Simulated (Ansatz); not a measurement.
O-17 NMR of the central transition in BaSr₂P₂O₈

Cell: a Materials Project structure (computed, not necessarily an observed phase).

```xyz
13
Lattice="2.7676 1.5979 6.8080 -2.7676 1.5979 6.8080 0.0000 -3.1958 6.8080" Properties=species:S:1:pos:R:3 pbc="T T T"
Ba    0.0000    0.0000    0.0000
Sr    0.0000    0.0000   16.1499
Sr    0.0000    0.0000    4.2740
P     0.0000    0.0000   12.0510
P     0.0000    0.0000    8.3729
O     0.0000    0.0000   13.6053
O     0.0000    0.0000    6.8186
O     1.2726   -0.7347   11.5168
O    -1.2726   -0.7347   11.5168
O     0.0000    1.4694   11.5168
O    -1.2726    0.7347    8.9071
O     1.2726    0.7347    8.9071
O     0.0000   -1.4694    8.9071
```

Sites (sets of like atoms) are named by element and the number of their first atom in this list.

Computed with Ansatz: DFT, PBE, plane waves and PAW, with spin–orbit coupling, 420 eV cutoff, Γ-centred 5×5×5 k-points, Fermi–Dirac smearing 0.02 eV.

O-17 has I = 5/2 and Q = -25.58 mb (Pyykkö 2018); at 14.1 T its Larmor frequency is ν₀ = 81.4 MHz. Only the quadrupole interaction is simulated: positions count from each site's isotropic chemical shift, and J coupling is left out, as are shift anisotropy and dipolar coupling, which fast spinning averages.

Q: Give C_Q, η, the quadrupolar product P_Q = |C_Q|(1 + η²/3)^½, the second-order isotropic shift and the breadth of the pattern (fast magic-angle spinning) for each O site.

A: 

```csv
site,first shell,C_Q (MHz),η,P_Q (MHz),δ_QIS (ppm),breadth (kHz)
O6,"1 P at 1.55 Å; also 1 Sr at 2.54 Å, 3 Ba at 3.20 Å",-5.44,0.00,5.44,-26.8,4.67
O8,"1 P at 1.56 Å; also 1 Ba at 2.72 Å, 3 Sr at 2.78–2.80 Å",-5.09,0.45,5.26,-25.0,4.72
```

δ_QIS = −(ν_Q²/30ν₀²)[I(I+1) − 3/4](1 + η²/3) × 10⁶ ppm with ν_Q = 3|C_Q|/[2I(2I−1)]; it falls as 1/B₀² in ppm, and the breadth as 1/B₀ in kHz.

An axis of threefold or higher order runs through O6, so V_zz lies along it and η is zero. At O8 V_zz points along its bond to P (within 3°).

Hardware: 1 thread of Intel Xeon Platinum 8375C CPU @ 2.90GHz (Ice Lake) (x86_64; 16 cores open to the job, memory cap 2.5 GiB, no GPU), a shared host with a load of 0.9 a core. Wall time 3.3 min, CPU time 3.3 min, peak memory 1.3 GiB.
